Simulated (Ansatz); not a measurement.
Relaxed-ion elastic tensor of BeSe (zinc blende, F-43m) in GPa (Voigt order), plane-wave PAW PBE (Ansatz code); density 4.21 g/cm³, 17.35 Å³ per atom.

|  | 1 | 2 | 3 | 4 | 5 | 6 |
|---|---|---|---|---|---|---|
| 1 | 127 | 49.0 | 49.0 | 0.0 | 0.0 | 0.0 |
| 2 | 49.0 | 127 | 49.0 | 0.0 | 0.0 | 0.0 |
| 3 | 49.0 | 49.0 | 127 | 0.0 | 0.0 | 0.0 |
| 4 | 0.0 | 0.0 | 0.0 | 66.0 | 0.0 | 0.0 |
| 5 | 0.0 | 0.0 | 0.0 | 0.0 | 66.0 | 0.0 |
| 6 | 0.0 | 0.0 | 0.0 | 0.0 | 0.0 | 66.0 |

### Question
Is the crystal mechanically stable?

### Answer
Yes: the smallest eigenvalue of C is 66.0 GPa.

### Question
Work out the Voigt, Reuss and Hill averages.

### Answer
K_V = 75.2, K_R = 75.2, K_H = 75.2; G_V = 55.3, G_R = 51.8, G_H = 53.6 GPa.

### Question
Give Young's modulus, Poisson's ratio, Pugh's ratio and the universal anisotropy index.

### Answer
E = 9KG/(3K + G) = 130 GPa; ν = 0.21; K/G = 1.40 (brittle by the Pugh limit of 1.75); A_U = 5G_V/G_R + K_V/K_R − 6 = 0.33.

### Question
Estimate the sound speeds and the Debye temperature.

### Answer
v_l = √((K + 4G/3)/ρ) = 5900 m/s, v_t = √(G/ρ) = 3570 m/s, mean 3940 m/s; Θ = (h/k)(3n/4πV)^(1/3) v_m = 453 K.

### Question
Give the Zener ratio and Young's modulus along [100], [110] and [111].

### Answer
A = 2C44/(C11 − C12) = 1.68; 1/E = S11 − 2(S11 − S12 − S44/2)Γ with Γ = 0, 1/4, 1/3 gives 100, 135, 153 GPa.

The cell was relaxed with PBE under the symmetry of its start; phonons on a q-mesh show no instability.

Potentials: the later of the program's two PAW sets.
